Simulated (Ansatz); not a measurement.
# Structure search: one Rb2ZnNiC6N6 candidate

Level of theory: Ansatz, DFT PBE, scalar-relativistic, plane waves, PAW. Cutoff 420 eV, Gaussian smearing, Γ-centred meshes. Cell and atoms relax first on a coarse mesh and then on a converged one. In between, the cell is made exact in the group found at 0.06 Å. The steps can't lower the symmetry of their start. Collinear spin, starting moments Ni 2.0 μB.

A trial structure of Rb2ZnNiC6N6 was built thus: cyanide-bridged rock-salt net of two metals, 2 guest cations a cell (Fm-3m, No. 225). Lengths were set from tabulated atomic sizes, so they are only a guess.

```cif
data_structure
_symmetry_space_group_name_H-M 'Fm-3m'
_symmetry_Int_Tables_number 225
_cell_length_a 10.1890
_cell_length_b 10.1890
_cell_length_c 10.1890
_cell_angle_alpha 90.000
_cell_angle_beta 90.000
_cell_angle_gamma 90.000
_cell_volume 1057.78
loop_
_atom_site_label
_atom_site_type_symbol
_atom_site_symmetry_multiplicity
_atom_site_Wyckoff_symbol
_atom_site_fract_x
_atom_site_fract_y
_atom_site_fract_z
_atom_site_occupancy
Rb1 Rb 8 c 0.25000 0.75000 0.75000 1
Zn1 Zn 4 b 0.50000 0.00000 0.00000 1
Ni1 Ni 4 a 0.00000 0.00000 0.00000 1
C1 C 24 e 0.18814 0.00000 0.00000 1
N1 N 24 e 0.30297 0.00000 0.00000 1
```

Formation energies are uncorrected and refer to the elements' standard structures at the same level (N₂ as a molecule).

Q: Describe the relaxed structure.

A: The symmetry stays Fm-3m (No. 225). The volume per atom grows by 16.8 %, from 16.5 to 19.3 Å³. The shortest distance stays 1.17 Å (C–N). The energy falls by about 0.08 eV/atom (the start's value is from the coarse mesh). Conventional cell: a = 10.730 Å. Around Rb lie 12 N at 3.83 Å and 12 C at 3.85 Å; around Zn lie 6 N at 2.14 Å; Ni is surrounded by 6 C at 2.05 Å; C is surrounded by 1 N at 1.17 Å, 1 Ni at 2.05 Å, 4 C at 2.90 Å, 1 Zn at 3.32 Å, 4 N at 3.82 Å, 4 Rb at 3.85 Å and 4 N at 3.95 Å; around N lie 1 C at 1.17 Å, 1 Zn at 2.14 Å, 4 N at 3.03 Å, 1 Ni at 3.22 Å, 4 C at 3.82 Å, 4 Rb at 3.83 Å and 4 C at 3.95 Å.

```xyz
16
Lattice="0.0000 5.3652 5.3652 5.3652 0.0000 5.3652 5.3652 5.3652 0.0000" Properties=species:S:1:pos:R:3 pbc="T T T"
Rb    2.6826    2.6826    2.6826
Rb    8.0478    8.0478    8.0478
Zn    5.3652    5.3652    5.3652
Ni    0.0000    0.0000    0.0000
C     2.0494    5.3652    5.3652
C     5.3652    2.0494    5.3652
C     5.3652    5.3652    2.0494
C     8.6811    5.3652    5.3652
C     5.3652    8.6811    5.3652
C     5.3652    5.3652    8.6811
N     3.2220    5.3652    5.3652
N     5.3652    3.2220    5.3652
N     5.3652    5.3652    3.2220
N     7.5084    5.3652    5.3652
N     5.3652    7.5084    5.3652
N     5.3652    5.3652    7.5084
```

Q: Give its energy and gap.

A: The energy over the elements is +0.108 eV/atom and the gap on the 6×6×6 mesh of the 16-atom cell is 1.39 eV. The net moment per atom is 0.13 μB and the moment by site is Ni 1.4 μB.

The separate elements lie lower, so it is unstable against them.

The last run used collinear spin and Gaussian smearing of 0.02 eV. Kohn–Sham gaps at this level usually fall short of measured ones. The reference form of C is held partly by dispersion forces, which this level lacks. The magnetic state reached may not be the lowest. A structure relaxed within its symmetry needn't be a true minimum. In all, the 3 runs took 8.2 min on 1 thread of Arm Neoverse V1 (shared host). Site moments count only spheres around the atoms; the net moment includes the space between them.
